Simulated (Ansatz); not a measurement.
LaBPd3 (cubic perovskite, Pm-3m), DFT-r²SCAN in the program Ansatz with PAW potentials, all energies at zero smearing, with the estimated change up to a 700 eV cutoff added, with one set of potentials and settings (totals compare only within such a set). Cell of 5 atoms (1 B, 3 Pd, 1 La): -27381.291 eV.

```
element                reference phase  E (eV/atom)
-------  -----------------------------  -----------
B           R-3m, 12 atoms in the cell    -156.5544
Pd          Fm-3m, 1 atoms in the cell   -6985.7456
La       P6_3/mmc, 4 atoms in the cell   -6264.6784
```

Formation energy per atom, worked out: (-27381.291 − 1×(-156.5544) − 3×(-6985.7456) − 1×(-6264.6784))/5 = -0.564 eV/atom (-54 kJ per mol of atoms), at 0 K, without zero-point energy or fitted corrections.

The workflow started from an entry of the Crystallography Open Database (COD). Its standing as an ambient phase is unchecked. Symmetry was held in the r²SCAN relaxation; its stability against distortions is not shown here. No spin polarisation was allowed. The references are the lowest solids computed at this level, not always the standard phases. Scalar-relativistic: spin–orbit coupling is off unless named, which matters more the heavier the elements.

Potentials: the later of the program's two PAW sets.
